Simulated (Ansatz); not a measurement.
Ba2Ti2N3F3:
```yaml
crystal:
  lattice:
    - [4.04834, 0.00000, 0.00000]
    - [0.00000, 4.04834, 0.00000]
    - [0.00000, 0.00000, 8.43380]
  atoms:
    - { symbol: Ba, position: [0.50000, 0.50000, 0.00000] }
    - { symbol: Ti, position: [0.00000, 0.00000, 0.72305] }
    - { symbol: F, position: [0.50000, 0.00000, 0.76411] }
    - { symbol: N, position: [0.00000, 0.50000, 0.75051] }
    - { symbol: F, position: [0.00000, 0.00000, 0.00000] }
    - { symbol: Ba, position: [0.50000, 0.50000, 0.50000] }
    - { symbol: Ti, position: [0.00000, 0.00000, 0.27695] }
    - { symbol: N, position: [0.50000, 0.00000, 0.24949] }
    - { symbol: F, position: [0.00000, 0.50000, 0.23589] }
    - { symbol: N, position: [0.00000, 0.00000, 0.50000] }
```

Relaxed with r²SCAN. Special points in fractions of this cell's reciprocal vectors: Γ (0.000, 0.000, 0.000); X (0.000, 0.500, 0.000); M (0.500, 0.500, 0.000); Z (0.000, 0.000, 0.500); R (0.000, 0.500, 0.500); A (0.500, 0.500, 0.500).

Q: List the band energies nearest the valence-band maximum at these points for the program Ansatz at the r²SCAN with spin–orbit coupling level (PAW).

A: In eV from the valence-band maximum; about four levels below and three above (degenerate sets whole), none deeper than 8.9 eV; points with the same levels are listed once.

```json
[
 {"k": "Γ", "below": "-0.08 -0.08 -0.06 -0.06", "above": "1.59 1.59 1.74 1.74"},
 {"k": "X", "below": "-0.35 -0.35 -0.22 -0.22", "above": "2.02 2.02 2.38 2.38"},
 {"k": "M", "below": "-0.40 -0.40 -0.36 -0.36", "above": "2.91 2.91 2.92 2.92"},
 {"k": "Z", "below": "-0.17 -0.17 -0.17 -0.17", "above": "1.61 1.61 1.72 1.72"},
 {"k": "R", "below": "-0.41 -0.41 -0.02 -0.02", "above": "2.09 2.09 2.38 2.38"},
 {"k": "A", "below": "-0.43 -0.43 -0.41 -0.41", "above": "2.80 2.80 2.81 2.81"}
]
```

Space group P-4m2. The start of the workflow was typed in or built on a structure type; neither database checked (COD, Materials Project) lists it. Whether it is the stable phase at ambient conditions was not checked. The r²SCAN relaxation kept the symmetry of its start; whether a distortion lowers the energy is not shown. The workflow began spin-polarised and lost its moments.

Potentials: the earlier of the program's two PAW sets. The files were generated under PBE; for other functionals the program regenerates the frozen cores, and for LDA and PBEsol the local potential too.
